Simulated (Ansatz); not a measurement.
ZrGeSb in space group P4/nmm (No. 129; Zr on 2c, Ge on 2a, Sb on 2c), plane-wave PAW r²SCAN (Ansatz code), all energies at zero smearing, with the estimated change up to a 700 eV cutoff added, with one set of potentials and settings (totals compare only within such a set). Cell of 6 atoms (2 Zr, 2 Ge, 2 Sb): -29998.035 eV.

| element | reference phase | E (eV/atom) |
|---|---|---|
| Zr | P6_3/mmc, 2 atoms in the cell | -4195.0260 |
| Ge | Fd-3m, 2 atoms in the cell | -4302.9041 |
| Sb | R-3m, 2 atoms in the cell | -6499.1272 |

Formation energy per atom, worked out: (-29998.035 − 2×(-4195.0260) − 2×(-4302.9041) − 2×(-6499.1272))/6 = -0.653 eV/atom (-63 kJ per mol of atoms), at 0 K, without zero-point energy or fitted corrections.

The first step of the workflow began from a Materials Project structure, measured or hypothetical; the Crystallography Open Database copy checked does not list it. Its standing as an ambient phase is unchecked. The r²SCAN relaxation kept the symmetry of its start; its stability against distortions is not shown here. The run is not spin-polarised. The references are the lowest solids computed at this level, not always the standard phases. Spin–orbit coupling is left out wherever it is not named.

Potentials: the later of the program's two PAW sets.
